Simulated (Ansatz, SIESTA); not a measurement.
Given: the input of a run of Ansatz 0.2.0 on Mg6SiB. The cell comes from a database or a generator and needn't be the stable form of this composition.

The input input.yaml:

```yaml
crystal:
  lattice:
    - [3.975708, 0.0, 0.0]
    - [0.0, 3.89167, 4.938007]
    - [0.0, -3.89167, 4.938007]
  atoms:
    - { symbol: Si, position: [0.0, 0.946496, 0.946496] }
    - { symbol: Mg, position: [0.5, 0.140363, 0.140363] }
    - { symbol: Mg, position: [0.5, 0.102227, 0.663645] }
    - { symbol: Mg, position: [0.5, 0.663645, 0.102227] }
    - { symbol: Mg, position: [0.0, 0.371365, 0.371365] }
    - { symbol: Mg, position: [0.0, 0.444203, 0.813606] }
    - { symbol: Mg, position: [0.0, 0.813606, 0.444203] }
    - { symbol: B, position: [0.5, 0.518093, 0.518093] }
hamiltonian:
  xc: pbe
  pseudopotentials: { kind: paw }
kpoints:
  mp_grid: { grid: [7, 5, 5] }
scf:
  occupations: { method: fermi_dirac, width: 0.05 }
output:
  forces: true
  stress: true
  eigenvalues: true
```

Potentials or basis: Ansatz PAW.

Command:

```console
$ ansatz run input.yaml --threads 4 --pin off --max-ram 10240MiB --backend cpu --events-out ev --progress --plain --runs-dir out
```

Question: What does the same run look like in SIESTA 5.4.2? Potentials or basis there: files PseudoDojo sr-pbe-0.4.1-standard, DZP (energy shift 0.003 Ry; two zetas on semicore shells).

Answer: As run (cutoffs and basis follow the program's own potentials, and thresholds, step limits or extra output files can differ):

Mg6SiB.fdf

```
SystemName                      Mg6SiB
SystemLabel                     Mg6SiB
NumberOfSpecies                 3
NumberOfAtoms                   8
%block ChemicalSpeciesLabel
  1  14 Si
  2  12 Mg
  3   5 B
%endblock ChemicalSpeciesLabel

LatticeConstant                 1.0 Ang
%block LatticeVectors
     3.9757080000     0.0000000000     0.0000000000
     0.0000000000     3.8916700000     4.9380070000
     0.0000000000    -3.8916700000     4.9380070000
%endblock LatticeVectors
AtomicCoordinatesFormat         Fractional
%block AtomicCoordinatesAndAtomicSpecies
     0.0000000000     0.9464960000     0.9464960000  1  Si
     0.5000000000     0.1403630000     0.1403630000  2  Mg
     0.5000000000     0.1022270000     0.6636450000  2  Mg
     0.5000000000     0.6636450000     0.1022270000  2  Mg
     0.0000000000     0.3713650000     0.3713650000  2  Mg
     0.0000000000     0.4442030000     0.8136060000  2  Mg
     0.0000000000     0.8136060000     0.4442030000  2  Mg
     0.5000000000     0.5180930000     0.5180930000  3  B
%endblock AtomicCoordinatesAndAtomicSpecies

%block kgrid.MonkhorstPack
    7   0   0  0.0
    0   5   0  0.0
    0   0   5  0.0
%endblock kgrid.MonkhorstPack
XC.Functional                   GGA
XC.Authors                      PBE
PAO.BasisSize                   DZP
PAO.EnergyShift                 0.003 Ry
Mesh.Cutoff                     800 Ry
OccupationFunction              FD
ElectronicTemperature           0.05 eV
MaxSCFIterations                120
SCF.MustConverge                false
SCF.Mixer.Method                Pulay
SCF.Mixer.Weight                0.25
SCF.Mixer.History               8
SCF.DM.Tolerance                5.0e-05
SCF.H.Tolerance                 1.0e-03 eV
WriteForces                     true
Charge.Mulliken                 end
%block PAO.Basis
  Mg 4
  n=2 0 2
    2.604 0.000
  n=3 0 2
    8.245 0.000
  n=2 1 2
    2.943 0.000
  n=3 1 1
    8.245
%endblock PAO.Basis
```

Potentials or basis: PseudoDojo 0.4 standard (PBE files), converted to PSML, two zetas on semicore shells, DZP (energy shift 0.003 Ry; two zetas on semicore shells).

Run with:

```console
$ siesta Mg6SiB.fdf > Mg6SiB.out 2>&1
```

Both were run:

|  | Ansatz | SIESTA |
| --- | --- | --- |
| Pressure | -0.1 GPa | 2.0 GPa |

Ansatz's pressure holds a Pulay term of +0.02 GPa for its cutoff of 420 eV, which the other run lacks.

Where Ansatz's input types no cutoff or centring, it takes its own default and a Γ-centred mesh.

Pressure is positive in compression.
